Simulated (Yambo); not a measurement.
Yambo run on Sr2CuBrO2 (space group R-3m, No. 166). The wavefunctions are LDA (pw.x of Quantum ESPRESSO, ONCV potentials, without SOC) ones on a 4×4×4 mesh (29 occupied bands); a = 9.728 Å, b = 9.728 Å, c = 9.728 Å, α = 24.01°, β = 24.01°, γ = 24.01°.

Yambo input:

```
rim_cut
gw0
dyson
el_el_corr
HF_and_locXC
cohsex
em1s
RandQpts= 1000000
RandGvec= 1 Ry
EXXRLvcs= 92 Ry
VXCRLvcs= 368 Ry
Chimod= "HARTREE"
% BndsRnXs
 5 | 149 |
%
NGsBlkXs= 6 Ry
% LongDrXs
 1.0 | 1.0 | 1.0 |
%
ExtendOut
% QPkrange
 1 | 1 | 29 | 30 |
 3 | 3 | 29 | 29 |
%
```

k points by index: 1 = Γ, 3 = L.

Resulting energies as the program prints them:

```
#    K-point    Band    Eo [eV]    E [eV]    E-Eo [eV]    Vxc [eV]    Vnlxc [eV]    Sc|Eo [eV]    Re(Z)    Im(Z)
#
    1    29    -0.273914    -2.625790    -2.351876    -27.66182    -35.54403    5.530335    1.000000    0.000000
    1    30    2.198744    2.307741    0.108997    -15.89566    -12.22284    -3.563823    1.000000    0.000000
    3    29    0.000000    -2.284248    -2.284248    -27.26597    -34.86625    5.316032    1.000000    0.000000
```
(The two width columns are left out.) Convergence of these settings isn't established.

Geometry of the Materials Project entry, not relaxed at this level.
